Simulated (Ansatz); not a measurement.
An Ansatz (an electronic-structure program) input:

Ansatz 0.2 input:
```yaml
crystal:
  lattice:
    - [0.0, 2.8665142051, 2.8665142051]
    - [2.8665142051, 0.0, 2.8665142051]
    - [2.8665142051, 2.8665142051, 0.0]
  atoms:
    - { symbol: Se, position: [0.75, 0.75, 0.75] }
    - { symbol: Zn, position: [0.0, 0.0, 0.0] }
kpoints:
  mp_grid: { grid: [7, 7, 7] }
  band_path:
    path:
      - [[0.0, 0.0, 0.0], [0.5, 0.0, 0.5], [0.625, 0.25, 0.625]]  # Γ-X-U
      - [[0.375, 0.375, 0.75], [0.0, 0.0, 0.0], [0.5, 0.5, 0.5], [0.5, 0.25, 0.75], [0.5, 0.0, 0.5]]  # K-Γ-L-W-X
      - [VBM, CBM]
    npoints: 12
basis: { xc_grid: 2 }
hamiltonian:
  xc: pbe
  pseudopotentials: { kind: paw }
magnetization: { noncollinear: true, spin_orbit: true }
scf:
  n_extra_bands: 12
  convergence: { dr2_threshold: 0.0000000001 }
  occupations: { method: gaussian, width: 0.01 }
checkpoint: { write: soc.run }
output: { eigenvalues: true }
```

How many symmetry operations and irreducible k-points will the run report?

24 operations, 20 of 343 k-points.

With a cutoff of 420 eV, how many plane waves at Γ?

941.

It took very roughly 40 core-seconds on shared server cores.

Space group F-43m (zinc blende). Symmetry was held in the PBE relaxation; phonons on a q-mesh show no instability.

Potentials: the later of the program's two PAW sets.

Ansatz is a plane-wave DFT program.
